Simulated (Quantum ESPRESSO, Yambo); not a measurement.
**G0W0 results for AgI at -3 % isotropic strain**

```cif
data_AgI
_chemical_formula_sum 'Ag1 I1'
_space_group_name_H-M_alt 'P 1'
_space_group_IT_number 1
_cell_length_a 4.42105
_cell_length_b 4.42105
_cell_length_c 4.42105
_cell_angle_alpha 60.000
_cell_angle_beta 60.000
_cell_angle_gamma 60.000
loop_
_space_group_symop_operation_xyz
  'x, y, z'
loop_
_atom_site_label
_atom_site_type_symbol
_atom_site_fract_x
_atom_site_fract_y
_atom_site_fract_z
_atom_site_occupancy
Ag1 Ag 0.00000 0.00000 0.00000 1
I1 I 0.25000 0.25000 0.25000 1
```

The PBEsol cell relaxed from Materials Project entry mp-22925 was given an isotropic strain of -3 % on all lattice vectors, and the atoms were relaxed again.

Starting point: PBEsol (pw.x of Quantum ESPRESSO, ONCV potentials, scalar-relativistic). G0W0 in Yambo: 4×4×4 Γ-centred k mesh, bands 5 to 129 and a 8 Ry block in the screening, 129 bands in G with the Bruneval-Gonze terminator, plasmon pole fitted at 27.2 eV.

```
Item                                                 Value
-------------------------------------------------  -------
PBEsol gap along the band path                     1.19 eV
PBEsol gap between the mesh's edge points (Γ → Γ)  1.19 eV
G0W0 gap between the same points                   2.33 eV
```

| k point | band | E PBEsol (eV) | E QP (eV) | shift (eV) | Z |
|---|---|---|---|---|---|
| Γ | VB | 0.00 | -0.83 | -0.83 | 0.80 |
| Γ | CB | 1.19 | 1.50 | 0.31 | 0.83 |
| L | VB | -0.91 | -1.81 | -0.90 | 0.80 |
| L | CB | 2.57 | 2.93 | 0.36 | 0.82 |
| W | VB | -2.01 | -2.99 | -0.98 | 0.79 |
| W | CB | 4.97 | 5.12 | 0.14 | 0.82 |

Energies count from the PBEsol valence-band maximum.

Convergence of the G0W0 settings was not tested.

Without spin-orbit coupling, band edges of such heavy elements can be off by tenths of an eV.
